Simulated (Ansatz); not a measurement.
CaZrN2, first-principles data

CaZrN2:
```
CaZrN2
1.0
    6.55939     0.00000     0.00000
    0.00000     7.95598     0.00000
    0.00000     0.00000     4.92768
Ca Zr N
4 4 8
Direct
  0.08039   0.61992   0.95182
  0.91961   0.38008   0.45182
  0.58039   0.88008   0.95182
  0.41961   0.11992   0.45182
  0.07143   0.12727   0.97184
  0.92857   0.87273   0.47184
  0.57143   0.37273   0.97184
  0.42857   0.62727   0.47184
  0.06308   0.10661   0.39968
  0.93692   0.89339   0.89968
  0.56308   0.39339   0.39968
  0.43692   0.60661   0.89968
  0.10643   0.65140   0.43666
  0.89357   0.34860   0.93666
  0.60643   0.84860   0.43666
  0.39357   0.15140   0.93666
```

Space group Pna2_1 (No. 33); conventional cell a = 6.5594 Å, b = 7.9560 Å, c = 4.9277 Å, α = 90.00°, β = 90.00°, γ = 90.00°.

Method: the program Ansatz at the PBE level (PAW). The cell and atoms are relaxed at this level. Other levels are named where they apply.

Cell and energy:

```yaml
volume_per_atom: 16.07 Å³
density: 4.11 g/cm³
Formation energy from the elements (no fitted shifts): -1.41 eV/atom
```

Electronic structure:

```yaml
band_gap: 2.42 eV (smallest direct gap 2.43 eV)
valence_band_maximum: off the standard path, at k = (0.177, 0.302, 0.000) in fractions of the reciprocal vectors
conduction_band_minimum: on the Y–Γ line, 38 % of the way from Y (k = 0.000, 0.312, 0.000 in fractions of the reciprocal vectors) (2 equivalent valleys)
electron_effective_mass: 0.80, 1.0, 1.0 mₑ (principal values)
hole_effective_mass: 0.50, 4.4, 6.9 mₑ (principal values)
```

The start of the workflow was typed in or built on a structure type; neither database checked (COD, Materials Project) lists it. Whether it is the stable phase at ambient conditions was not checked. Symmetry was held in the PBE relaxation; whether a distortion lowers the energy is not shown. The run is not spin-polarised. The references are the lowest solids computed at this level, not always the standard phases (solids in place of the gases). Scalar-relativistic: spin–orbit coupling is off unless named, which matters more the heavier the elements.

Potentials: the earlier of the program's two PAW sets.
